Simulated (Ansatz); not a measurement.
Li2CuO2:
Space group Immm (No. 71); a = 2.8812 Å, b = 3.6833 Å, c = 9.1345 Å, α = β = γ = 90.00°

| atom | site | symmetry | x | y | z |
|---|---|---|---|---|---|
| Li | 4j | mm2 | 0.5000 | 0.0000 | 0.2044 |
| Cu | 2d | mmm | 0.0000 | 0.5000 | 0.0000 |
| O | 4i | mm2 | 0.0000 | 0.0000 | 0.3575 |
(The calculation used a cell of 5 atoms; values per cell refer to that cell.)

Relaxed with PBEsol.

Tabulate the valence density and the electron localisation function along the shortest Cu–O contact (1.94 Å), the program Ansatz at the PBEsol level (PAW).



```csv
distance from Cu (Å),density (e/Å³),ELF
0.19,48.13,0.86
0.29,30.94,0.73
0.39,17.29,0.54
0.49,8.77,0.35
0.58,4.27,0.23
0.68,2.12,0.16
0.78,1.15,0.13
0.87,0.75,0.14
0.97,0.67,0.22
1.07,0.77,0.43
1.16,1.00,0.66
1.26,1.42,0.79
1.36,2.14,0.81
1.46,3.20,0.78
1.55,4.47,0.70
1.65,5.71,0.56
1.75,6.71,0.40
```

The density is the valence pseudo-density with augmentation charge, so density and ELF within about 1 Å of a nucleus are not all-electron values.

The workflow started from an entry of the Crystallography Open Database (COD). Whether it is the stable phase at ambient conditions was not checked. The PBEsol relaxation kept the symmetry of its start; its stability against distortions is not shown here. The run is not spin-polarised. No Hubbard U is applied.

Potentials: the later of the program's two PAW sets.
